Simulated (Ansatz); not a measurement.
MgH2:
```yaml
crystal:
  lattice:
    - [4.42912, 0.00000, 0.00000]
    - [0.00000, 4.42912, 0.00000]
    - [0.00000, 0.00000, 2.97317]
  atoms:
    - { symbol: Mg, position: [0.50000, 0.50000, 0.50000] }
    - { symbol: Mg, position: [0.00000, 0.00000, 0.00000] }
    - { symbol: H, position: [0.69561, 0.69561, 0.00000] }
    - { symbol: H, position: [0.30439, 0.30439, 0.00000] }
    - { symbol: H, position: [0.80439, 0.19561, 0.50000] }
    - { symbol: H, position: [0.19561, 0.80439, 0.50000] }
```

Relaxed with LDA.

Question: Decompose the optical modes at the zone centre into irreducible representations, and say which are infrared and Raman allowed.

Answer: Point group 4/mmm: Γ_opt = A1g + A2g + A2u + B1g + 2B1u + B2g + Eg + 3Eu. Infrared: A2u, Eu. Raman: A1g, B1g, B2g, Eg.

Question: Assign frequencies (DFPT, the program Ansatz at the LDA level (PAW); without the LO–TO term).

Answer: B1u 184, B1g 233, Eu 303, Eu 492, A2g 736, A2u 912, Eg 1019, B1u 1148, Eu 1244, A1g 1347, B2g 1501 cm⁻¹.

Subscripts of B labels follow the axes of the standard setting.

Space group P4_2/mnm (rutile). Symmetry was held in the LDA relaxation; phonons on a q-mesh show no instability.

Potentials: the later of the program's two PAW sets.
